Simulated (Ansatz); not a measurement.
## BiTe: axial (c/a) deformation path

These are results of Ansatz 0.2.0, DFT r2SCAN, scalar-relativistic, plane waves, PAW, not measurements. Cutoff 500 eV, Γ-centred 12×12×12 k-points, Fermi–Dirac smearing of 0.1 eV. Spin–orbit coupling is left out, which can shift energies with elements as heavy as these. No spin polarisation. Energies are free energies at this smearing, counted from the undisturbed cell; pressure is positive in compression.

Reference structure (as given, not relaxed at this level; it stands at -0.7 GPa, and it needn't be the usual structure):

```xyz
2
Lattice="2.4227 1.3988 3.3173 -2.4227 1.3988 3.3173 0.0000 -2.7975 3.3173" Properties=species:S:1:pos:R:3 pbc="T T T"
Bi    0.0000    0.0000    4.9759
Te    0.0000    0.0000    0.0000
```

At fixed volume and fractional coordinates, lengths along (0.000, 0.000, 1.000) are scaled against those across it; ρ is that ratio over its starting value. The cell is metallic on the mesh throughout. At ρ = 1.193 the cell becomes cubic (Fm-3m), and there the slope of the energy vanishes by symmetry.

```
    ρ  ΔE (meV/atom) pressure (GPa)
0.800           99.5            -3.1
0.850           54.8            -2.4
0.920           15.9            -1.6
0.960            4.7            -1.1
1.000            0.0            -0.7
1.050            0.0            -0.3
1.100            1.4             0.0
1.200            2.3             0.2
1.300            2.3             0.0
```

Cost: 9 runs of about 4.6 core-minutes in all, on AMD EPYC 7R43 (Zen 3) (shared hosts).